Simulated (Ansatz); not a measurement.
**Two states of EuMnPt**

```yaml
crystal:
  lattice:
    - [7.49453, 0.00000, 0.00000]
    - [-3.74726, 6.49045, 0.00000]
    - [0.00000, 0.00000, 4.11879]
  atoms:
    - { symbol: Pt, position: [0.33330, 0.66670, 0.50000] }
    - { symbol: Pt, position: [0.66670, 0.33330, 0.50000] }
    - { symbol: Mn, position: [0.24140, 0.00000, 0.50000] }
    - { symbol: Mn, position: [0.75860, 0.75860, 0.50000] }
    - { symbol: Mn, position: [0.00000, 0.24140, 0.50000] }
    - { symbol: Pt, position: [0.00000, 0.00000, 0.00000] }
    - { symbol: Eu, position: [0.58663, 0.00000, 0.00000] }
    - { symbol: Eu, position: [0.41337, 0.41337, 0.00000] }
    - { symbol: Eu, position: [0.00000, 0.58663, 0.00000] }
```

Level: PBE; 420 eV; 4×4×6 Γ-centred mesh; tetrahedron occupations; Ansatz 0.2.0, fixed geometry.

State A: Mn3 down, Mn4 down, Mn5 down, Pt6 down, Eu7 up, Eu8 up, Eu9 up (collinear spin). State B: Mn3 up, Mn4 down, Mn5 up, Eu7 down, Eu8 up, Eu9 down (collinear spin).

Question: Compare the two self-consistent states.

Answer: State B is lower by 3.1 meV an atom at zero smearing. So small a gap isn't resolved on this mesh where a state is a metal.

| state | free energy (meV/atom) | largest moment in a small sphere (μB) | net moment (μB/cell) | gap on mesh (eV) | pressure (GPa) | largest force (eV/Å) |
| --- | --- | --- | --- | --- | --- | --- |
| A | 3.1 | 6.63 | 7.18 | metal | -2.5 | 0.25 |
| B | 0.0 | 6.64 | 2.52 | metal | -2.7 | 0.34 |

Origin: a known structure type with other elements, at an estimated volume, so it need not be a known compound. Caveats: empty levels are not fully converged; forces and stress under tetrahedra may miss the slope of the energy; f shells without a U or exact exchange are poorly placed.
